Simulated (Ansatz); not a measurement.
Profile along the Ir–Ir line in Ir (fcc, Cu type)

Ir (fcc, Cu type)

```yaml
crystal:
  lattice:
    - [0.00000, 1.91515, 1.91515]
    - [1.91515, 0.00000, 1.91515]
    - [1.91515, 1.91515, 0.00000]
  atoms:
    - { symbol: Ir, position: [0.00000, 0.00000, 0.00000] }
```

Fields along a shortest Ir–Ir line of a {110} plane (2.71 Å), from Ir to Ir, interpolated on the slice's grid (step about 0.2 Å). The numbers are results of PBEsol (plane waves to 420 eV, PAW, scalar-relativistic; Ansatz, a quantum-chemistry and plane-wave program), not measurements. k mesh 21×21×21. Near the nuclei the fields are pseudised (PAW); where an atom keeps semicore shells as valence, they peak there. Ir is run without spin polarisation. Ir was relaxed with its symmetry unable to fall. Spin-orbit coupling is left out, though Ir is heavy. The PAW data are Ansatz's earlier set.

| distance from Ir (Å) | valence electron density (e/Å³) | electron localisation function |
|---|---|---|
| 0.00 | 9.90 | x |
| 0.14 | 9.71 | x |
| 0.27 | 9.04 | x |
| 0.41 | 7.69 | x |
| 0.54 | 5.71 | 0.57 |
| 0.68 | 3.57 | 0.54 |
| 0.81 | 1.91 | 0.45 |
| 0.95 | 1.00 | 0.35 |
| 1.08 | 0.64 | 0.31 |
| 1.22 | 0.50 | 0.33 |
| 1.35 | 0.46 | 0.36 |
| 1.49 | 0.50 | 0.33 |
| 1.63 | 0.64 | 0.31 |
| 1.76 | 1.00 | 0.35 |
| 1.90 | 1.91 | 0.45 |
| 2.03 | 3.57 | 0.54 |
| 2.17 | 5.71 | 0.57 |
| 2.30 | 7.69 | x |
| 2.44 | 9.04 | x |
| 2.57 | 9.71 | x |
| 2.71 | 9.90 | x |

x: too close to a nucleus for the ELF to mean much.

Density on the Ir–Ir line (2.71 Å) at its midpoint: 0.46 e/Å³. ELF at that point: 0.36.
